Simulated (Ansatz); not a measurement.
Ta (bcc (W type), Im-3m) at seven volumes, PBE+D3(BJ) in the plane-wave PAW code Ansatz, scaled uniformly. One row is withheld.

```json
[
 {"V (Å³/atom)": "16.138", "P (GPa)": "23.68"},
 {"V (Å³/atom)": "16.670", "P (GPa)": "?"},
 {"V (Å³/atom)": "17.202", "P (GPa)": "6.76"},
 {"V (Å³/atom)": "17.734", "P (GPa)": "0.00"},
 {"V (Å³/atom)": "18.267", "P (GPa)": "-5.80"},
 {"V (Å³/atom)": "18.799", "P (GPa)": "-10.79"},
 {"V (Å³/atom)": "19.331", "P (GPa)": "-15.10"}
]
```

**Question.** Fit the shown pressures and predict the withheld one.

**Answer.** P = (3/2)B₀(x^(7/2) − x^(5/2))[1 + (3/4)(B′ − 4)(x − 1)] with x = (V₀/V)^(2/3). Least squares on the six rows gives V₀ = 17.735 Å³/atom, B₀ = 208 GPa, B′ = 3.98. At V = 16.670, x = 1.0422 and P = 14.57 GPa. The run itself gave 14.63 GPa.

The cell was relaxed with PBE+D3(BJ) under the symmetry of its start. No spin polarisation was allowed. The pairwise dispersion correction was not fitted to metals. Spin–orbit coupling is left out wherever it is not named.

Potentials: the later of the program's two PAW sets.
